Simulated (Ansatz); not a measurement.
CdTe:
```
CdTe
1.0
    4.63961     0.00000     0.00000
   -2.31981     4.01802     0.00000
    0.00000     0.00000     7.59499
Cd Te
2 2
Direct
  0.33333   0.66667   0.00015
  0.66667   0.33333   0.50015
  0.33333   0.66667   0.37485
  0.66667   0.33333   0.87485
```

Relaxed with HSE06.

Give the Bader charges and basin volumes of the independent atoms, DFT-HSE06 in the program Ansatz with PAW potentials.



| atom | Bader charge (e) | Bader volume (Å³) |
|---|---|---|
| Cd1 | +0.64 | 24.6 |
| Te3 | -0.64 | 45.5 |

Space group P6_3mc (wurtzite). The workflow started from a Materials Project entry (that database holds measured and hypothetical structures alike); the Crystallography Open Database copy checked does not list it. It is not the phase usual at ambient conditions (space group No. 216). The HSE06 relaxation kept the symmetry of its start; whether a distortion lowers the energy is not shown. Spin–orbit coupling is left out wherever it is not named.

Potentials: the earlier of the program's two PAW sets. The files were generated under PBE; for other functionals the program regenerates the frozen cores, and for LDA and PBEsol the local potential too.
